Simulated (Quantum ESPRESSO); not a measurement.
Parts of the isotropic shielding in KSrBiWO$_{6}$, by PBE GIPAW on JTH datasets (Quantum ESPRESSO, modified build), 22.5 Ha, k-mesh 5×5×5 shifted:

```
BiKSrWO6
1.0
    0.00000     4.27242     4.27242
    4.27242     0.00000     4.27242
    4.27242     4.27242     0.00000
K Sr Bi W O
1 1 1 1 6
Direct
  0.25000   0.25000   0.25000
  0.75000   0.75000   0.75000
  0.00000   0.00000   0.00000
  0.50000   0.50000   0.50000
  0.72830   0.27170   0.27170
  0.72830   0.27170   0.72830
  0.27170   0.72830   0.72830
  0.27170   0.72830   0.27170
  0.72830   0.72830   0.27170
  0.27170   0.27170   0.72830
```
The cell comes from the Materials Project (a computed structure). It is KSrBiWO6 in F-43m; whether this form has been observed was not checked. Stability against distortions was not tested. Forces on the atoms reach 0.52 eV/Å at this level. The run has no spin polarisation.

The core term is that of the free atom's frozen core; the paramagnetic column sums the reconstruction terms. Shieldings are absolute and leave out the bulk-susceptibility term; a larger σ means a smaller chemical shift. In our sweeps, cutoffs and meshes of this size left a few ppm, and up to some 20 ppm on atoms from Zn on. Spin–orbit coupling is left out; its weight grows with the heaviest atom, Bi here.

| site | core | bare (smooth current) | diamagnetic correction | paramagnetic corrections | σ_iso (ppm) |
|---|---|---|---|---|---|
| K (atom 1) | 1193.4 | 96.1 | 22.4 | ? | ? |
| Sr (atom 2) | 3441.1 | 107.5 | -5.8 | ? | ? |
| O (atoms 5, 6, 7, 8, 9, 10) | 271.1 | -34.8 | 25.8 | ? | ? |

Problem. What belongs in the gaps?

Solution. 
- K (atom 1), paramagnetic corrections: -114.8
- K (atom 1), σ_iso (ppm): 1197.1
- Sr (atom 2), paramagnetic corrections: -401.7
- Sr (atom 2), σ_iso (ppm): 3141.0
- O (atoms 5, 6, 7, 8, 9, 10), paramagnetic corrections: -422.1
- O (atoms 5, 6, 7, 8, 9, 10), σ_iso (ppm): -160.0
